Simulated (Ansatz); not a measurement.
The start is a relaxed WSe2 cell shaken by Gaussian noise of σ = 0.08 Å a coordinate. A full variable-cell relaxation at zero pressure is run with PBEsol (plane waves to 420 eV, PAW, scalar-relativistic; Ansatz, a quantum-chemistry and plane-wave program). The first steps use a coarse 3×3×3 k-mesh.

Input geometry:
```
CELL_PARAMETERS angstrom
      6.22594     0.00000     0.00000
      0.00000     6.21270     0.00000
     -1.10785     0.00000     6.15901
ATOMIC_POSITIONS crystal
  W  0.26987 0.04613 0.20240
  W  0.70794 0.58210 0.28710
  W  0.70516 0.94020 0.81498
  W  0.28835 0.44482 0.69060
  Se 0.09255 0.35995 0.31299
  Se 0.91531 0.85771 0.19016
  Se 0.91872 0.63366 0.66967
  Se 0.05990 0.11427 0.82291
  Se 0.41853 0.77540 0.49328
  Se 0.57672 0.25231 0.00323
  Se 0.56643 0.22659 0.48464
  Se 0.45137 0.74150 0.99614
```

```json
{
 "largest_initial_force": "about 4.4 eV/Å, on W2 (atoms numbered as listed)",
 "energy_released": "0.13 eV/atom",
 "relative_to_the_parent": "The parent structure is recovered, P2₁/c (No. 14)",
 "Shortest distances (start → end)": "The closest pairs of elements (up to four, under 3.6 Å), start → end: Se–W 2.29 → 2.49 Å; Se–Se 2.95 → 3.02 Å",
 "band_gap_at_the_end": "no gap (metallic)",
 "optimiser_moves": "13"
}
```

Final structure:

```cif
data_Se8W4
_chemical_formula_sum 'W4 Se8'
_space_group_name_H-M_alt 'P21/c'
_space_group_IT_number 14
_space_group_name_Hall '-P 2ybc'
_cell_length_a 6.22588
_cell_length_b 6.21263
_cell_length_c 6.25834
_cell_angle_alpha 90.000
_cell_angle_beta 100.196
_cell_angle_gamma 90.000
loop_
_space_group_symop_operation_xyz
  'x, y, z'
  '-x, -y, -z'
  '-x, y+1/2, -z+1/2'
  'x, -y+1/2, z+1/2'
loop_
_atom_site_label
_atom_site_type_symbol
_atom_site_symmetry_multiplicity
_atom_site_Wyckoff_symbol
_atom_site_fract_x
_atom_site_fract_y
_atom_site_fract_z
_atom_site_occupancy
W1 W 4 e 0.22435 0.45039 0.30144 1
Se1 Se 4 e 0.41268 0.13092 0.18028 1
Se2 Se 4 e 0.05412 0.73676 0.00530 1
```

Final values are on a 6×6×6 k-mesh of the relaxed cell. No spin polarisation in the result.

The relaxed structure here is a generated cell of WSe2: the first start was made by placing the elements on the sites of a structure type, and the end was not matched to a known phase here, so it may be hypothetical. Known forms of WSe2 include space group No. 194.
